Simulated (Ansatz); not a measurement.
Zr:
```cif
data_Zr2
_chemical_formula_sum 'Zr2'
_space_group_name_H-M_alt 'P 1'
_space_group_IT_number 1
_cell_length_a 3.24649
_cell_length_b 3.24649
_cell_length_c 5.15208
_cell_angle_alpha 90.000
_cell_angle_beta 90.000
_cell_angle_gamma 120.000
loop_
_space_group_symop_operation_xyz
  'x, y, z'
loop_
_atom_site_label
_atom_site_type_symbol
_atom_site_fract_x
_atom_site_fract_y
_atom_site_fract_z
_atom_site_occupancy
Zr1 Zr 0.33333 0.66667 0.25000 1
Zr2 Zr 0.66667 0.33333 0.75000 1
```

Relaxed with r²SCAN.

Q: Which orbitals make up the states near the Fermi level in r²SCAN (plane waves, PAW; program Ansatz)?

A: Within 0.5 eV of the Fermi level: Zr 4d 90 %. Projections are on Löwdin-orthogonalised atomic valence shells; empty p or d shells of many metals are not among them.

Q: Tabulate the density of states.

A: States/eV per cell of 2 atoms, in 0.25 eV bins, energy from the Fermi level.

```tsv
E (eV)	total	Zr 4d	Zr 5s	Zr 4p
-6.10	0.00	0.00	0.00	0.00
-5.85	0.05	0.00	0.05	0.00
-5.60	0.11	0.00	0.10	0.00
-5.35	0.15	0.00	0.13	0.00
-5.10	0.19	0.00	0.17	0.00
-4.85	0.23	0.01	0.20	0.01
-4.60	0.27	0.01	0.23	0.01
-4.35	0.32	0.02	0.27	0.01
-4.10	0.37	0.04	0.31	0.01
-3.85	0.45	0.07	0.35	0.02
-3.60	0.56	0.12	0.40	0.02
-3.35	0.78	0.26	0.48	0.02
-3.10	1.72	1.03	0.63	0.03
-2.85	1.90	1.28	0.56	0.03
-2.60	2.15	1.62	0.47	0.03
-2.35	2.40	1.96	0.37	0.03
-2.10	2.81	2.48	0.26	0.04
-1.85	2.05	1.81	0.18	0.04
-1.60	1.96	1.74	0.14	0.04
-1.35	2.32	2.10	0.12	0.04
-1.10	2.64	2.39	0.12	0.04
-0.85	3.47	3.09	0.19	0.05
-0.60	2.88	2.52	0.19	0.04
-0.35	0.96	0.86	0.05	0.01
-0.10	1.34	1.18	0.06	0.02
0.15	2.62	2.35	0.11	0.03
0.40	3.44	3.09	0.16	0.03
0.65	3.15	2.79	0.16	0.02
0.90	3.45	3.00	0.20	0.03
1.15	3.50	3.02	0.21	0.02
1.40	3.85	3.41	0.17	0.02
1.65	2.65	2.38	0.08	0.01
1.90	1.91	1.79	0.03	0.01
2.15	1.50	1.43	0.02	0.00
2.40	1.47	1.41	0.02	0.00
2.65	1.41	1.36	0.02	0.00
2.90	1.40	1.35	0.02	0.00
3.15	1.40	1.35	0.02	0.00
3.40	1.43	1.37	0.03	0.00
3.65	1.51	1.43	0.04	0.00
3.90	1.77	1.67	0.06	0.00
```

Space group P6_3/mmc (hcp (Mg type)). Symmetry was held in the r²SCAN relaxation; of distortions, only those at the zone centre were tested. No spin polarisation was allowed. Scalar-relativistic: spin–orbit coupling is off unless named, which matters more the heavier the elements.

Potentials: the earlier of the program's two PAW sets.
